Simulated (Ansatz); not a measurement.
NaI (rock salt, Fm-3m), plane-wave PAW r²SCAN (Ansatz code): ε∞ = 3.16, cell volume 67.42 Å³. Infrared-active transverse modes:

| ω_TO (cm⁻¹) | oscillator strength S_xx (e²/amu) |
|---|---|
| 116.1 | 0.07035 |

Compute the static dielectric constant.

Each mode adds (4.921e7/V) S/ω²: 3.81. So ε0 = 6.97.

What LO frequency does the Lyddane–Sachs–Teller relation give?

ω_LO = ω_TO √(ε0/ε∞) = 172 cm⁻¹.

The cell was relaxed with r²SCAN under the symmetry of its start; phonons on a q-mesh show no instability. Scalar-relativistic: spin–orbit coupling is off unless named, which matters more the heavier the elements.

Potentials: the later of the program's two PAW sets.
